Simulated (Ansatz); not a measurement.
IrC

```xyz
4
Lattice="3.2340 0.0000 0.0000 -1.6170 2.8007 0.0000 0.0000 0.0000 5.4849" Properties=species:S:1:pos:R:3 pbc="T T T"
Ir    0.0000    1.8672    0.0209
Ir    1.6170    0.9336    2.7633
C     0.0000    1.8672    2.0414
C     1.6170    0.9336    4.7839
```

Atom numbers follow the list: Ir1, Ir2, C3, C4.

The cell was built from the wurtzite type and relaxed in the same program, and has space group P6_3mc; it needn't be a known or the stable phase.

No spin–orbit coupling, which matters for the heavy atoms here.

Method: DFT, PBE, all-electron LAPW, scalar-relativistic (Ansatz 0.2.0).

The runs use a Γ-centred 12×12×6 k mesh, Fermi–Dirac smearing of 0.05 eV, basis error target 1 meV/atom, no spin polarisation.

* Pressure at this cell: 0.2 kbar
* Volume per atom: 83.8 bohr³

Question: Give the computed value. Band gap.

Answer: none: bands cross the Fermi level, a metal.

Question: Give the computed value. Löwdin charges (with 0.26 e of the cell spilling out of the atomic basis, so their sizes and signs hang on that basis).

Answer: Ir1 0.81, C3 -0.68 e.

Question: Density of states at the Fermi level (0.2 eV bin): what does the calculation give?

Answer: 1.67 states/eV per cell.
